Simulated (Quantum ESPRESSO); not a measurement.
BP (wurtzite, space group P6_3mc, No. 186) has an indirect gap of 0.83 eV with PBEsol (pw.x of Quantum ESPRESSO, ONCV potentials, without SOC). After a biaxial strain (along x and y, z relaxed, atoms relaxed) the gap is indirect, 0.69 eV.

Which strain was applied?
A) +2 %
B) -2 %
C) +1 %
D) -1 %

D, -1 %. Gaps found: -2 %: 0.52 eV (indirect); -1 %: 0.69 eV (indirect); 0 %: 0.83 eV (indirect); 1 %: 0.97 eV (indirect); 2 %: 0.98 eV (indirect).

This is not the ordinary phase of the substance; no match was found in the copy of COD used, and its stability was not checked.
